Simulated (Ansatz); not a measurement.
Values for one crystal, relaxed and computed with plane-wave PAW LDA (Ansatz code); other levels are named.

- Volume per atom: 19.22 Å³
- Band gap: 2.37 eV (smallest direct gap 2.39 eV)
- Elastic constants (relaxed ions, GPa): C11 = 124, C12 = 74.4, C13 = 45.7, C33 = 182, C44 = 29.4
- Dynamical stability on the path: stable (no imaginary branch)
- Pressure derivative B′: 4.4
- Mechanical stability: stable (all eigenvalues of C positive)
- Formation energy from the elements (no fitted shifts): -2.70 eV/atom

Question: Which of these materials gives this?
A) BaSnF4, P4/nmm (Pearson symbol tP12)
B) BaO, NiAs type
C) HfO2, rutile
D) HPbBrO, Pnma (H on 4c, Pb on 4c, Br on 4c, O on 4c)

Answer: B, BaO, NiAs type

Space group P6_3/mmc (NiAs type). The first step of the workflow began from a Materials Project structure, measured or hypothetical; the Crystallography Open Database copy checked does not list it. It is not the phase usual at ambient conditions (space group No. 225). The cell was relaxed with LDA under the symmetry of its start. The references are the lowest solids computed at this level, not always the standard phases (solids in place of the gases). Scalar-relativistic: spin–orbit coupling is off unless named, which matters more the heavier the elements.

Potentials: the later of the program's two PAW sets.
